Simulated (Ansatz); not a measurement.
A geometry of AlRu away from equilibrium: step 12 of the relaxation of a randomly generated symmetric cell of AlRu (space group No. 194). Computed with PBE (plane waves to 420 eV, PAW, scalar-relativistic; Ansatz, a program for electronic structure). Γ-centred k-mesh 12×12×6 on the run's cell (coarser than for final values), Fermi–Dirac smearing 0.05 eV.

```
CELL_PARAMETERS angstrom
      2.98468     0.00000     0.00000
     -1.49234     2.58481     0.00000
      0.00000     0.00000     7.21987
ATOMIC_POSITIONS crystal
  Al 0.00000 0.00000 0.00000
  Al 0.00000 0.00000 0.50000
  Ru 0.33333 0.66667 0.75000
  Ru 0.66667 0.33333 0.25000
```

Q: Which atoms carry the largest force, and which way does it point?

A: No atom: all forces are below 0.005 eV/Å; only the cell is out of equilibrium.

Q: What is the pressure?

A: +7.3 GPa, compression positive.

No spin polarisation in the result.

The run could not lose the symmetry of its start: the end is stationary, and may be a saddle point rather than a minimum.

All atoms sit on sites fixed by symmetry, so only the cell could relax.

The end of the path is a generated cell of AlRu: the first start was made by a random draw of sites in a space group, and the end was not matched to a known phase here, so it may be hypothetical.
